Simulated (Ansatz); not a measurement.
**Sr: energy along a strain**

Sr, Fm-3m, a = 6.085 Å (as given, not relaxed at this level: -0.9 GPa). Ansatz: PBEsol, PAW, 420 eV, Γ-centred 10×10×10 mesh on 1 atom, Gaussian smearing 0.03 eV; no spin polarisation. Cell vectors (Å): 0.000 3.042 3.042; 3.042 0.000 3.042; 3.042 3.042 0.000. The cell is strained by x per cent times the pattern (0 0 0 0 0 1) in the order xx yy zz yz xz xy (engineering shears), with fractional coordinates held. y is the free energy over the start, V0 = 56.319 Å³/atom. Symmetry makes y even in x.

| x (%) | y (meV/atom) |
| --- | --- |
| -4.00 | 1.33 |
| -2.00 | 0.21 |
| 0.00 | 0.00 |
| 0.50 | 0.01 |
| 1.00 | 0.04 |
| 1.50 | 0.10 |
| 2.50 | ? |
| 3.00 | 0.61 |
| 3.50 | 0.93 |

Fit y = c2 x² + c4 x⁴ to the other rows, get the stiffness along the pattern, and predict the missing energy.

Least squares on the rows shown. y = 0.04556 x² + 0.002385 x⁴. The clamped-ion stiffness p·C·p = 2 × 0.4556 eV × 160.2 / 56.319 Å³ = 2.6 GPa, which is C66 in these axes (C44 of the cubic crystal) (second derivative at the start, which stands under stress). With a term in x⁶ added, the coefficient of x² becomes 0.03635, 20 % less, which shows how far this figure hangs on the form. At x = 2.50 the fit asked for gives 0.38 meV/atom. The run gave 0.37 meV/atom, so the fit is 0.01 meV/atom too high, within the rms miss on the fitted rows (0.01 meV/atom).